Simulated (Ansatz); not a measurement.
La3AlN (anti-perovskite, space group No. 221), DFT-PBE in the program Ansatz with PAW potentials, all energies at zero smearing, with the estimated change up to a 700 eV cutoff added, with one set of potentials and settings (totals compare only within such a set). Cell of 5 atoms (3 La, 1 Al, 1 N): -19676.190 eV.

```tsv
element	reference phase	E (eV/atom)
La	P6_3/mmc, 4 atoms in the cell	-6250.3045
Al	Fm-3m, 1 atoms in the cell	-537.5055
N	Pa-3, 8 atoms in the cell	-384.0342
```

Formation energy per atom, worked out: (-19676.190 − 3×(-6250.3045) − 1×(-537.5055) − 1×(-384.0342))/5 = -0.747 eV/atom (-72 kJ per mol of atoms), at 0 K, without zero-point energy or fitted corrections.

Space group Pm-3m (anti-perovskite). The workflow started from a Materials Project entry (that database holds measured and hypothetical structures alike); the Crystallography Open Database copy checked does not list it. Whether it is the stable phase at ambient conditions was not checked. The cell was relaxed with PBE under the symmetry of its start; whether a distortion lowers the energy is not shown. The references are the lowest solids computed at this level, not always the standard phases (solids in place of the gases). Scalar-relativistic: spin–orbit coupling is off unless named, which matters more the heavier the elements.

Potentials: the earlier of the program's two PAW sets.
